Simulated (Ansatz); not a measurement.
Consider the following.

YSi2Pt2:
```cif
data_Pt4Si4Y2
_chemical_formula_sum 'Y2 Si4 Pt4'
_space_group_name_H-M_alt 'I4/mmm'
_space_group_IT_number 139
_space_group_name_Hall '-I 4 2'
_cell_length_a 4.09218
_cell_length_b 4.09218
_cell_length_c 9.81743
_cell_angle_alpha 90.000
_cell_angle_beta 90.000
_cell_angle_gamma 90.000
loop_
_atom_site_label
_atom_site_type_symbol
_atom_site_symmetry_multiplicity
_atom_site_Wyckoff_symbol
_atom_site_fract_x
_atom_site_fract_y
_atom_site_fract_z
_atom_site_occupancy
Y1 Y 2 a 0.00000 0.00000 0.00000 1
Si1 Si 4 e 0.00000 0.00000 0.38315 1
Pt1 Pt 4 d 0.00000 0.50000 0.25000 1
```
(The calculation used a cell of 5 atoms; values per cell refer to that cell.)

This is the LDA-relaxed structure.

Q: All from plane-wave PAW LDA (Ansatz code), unless another level is named. Give the bulk modulus (Birch–Murnaghan fit).

A: 153 GPa.

Q: And the highest zone-centre frequency?

A: 470 cm⁻¹.

The workflow started from an entry of the Crystallography Open Database (COD). Its standing as an ambient phase is unchecked. The cell was relaxed with LDA under the symmetry of its start; of distortions, only those at the zone centre were tested. The run is not spin-polarised. As this level gives no gap, phonon frequencies hold no LO–TO term and depend on the k-mesh and smearing (Fermi–Dirac, 0.1 eV here). Scalar-relativistic: spin–orbit coupling is off unless named, which matters more the heavier the elements.

Potentials: the later of the program's two PAW sets.
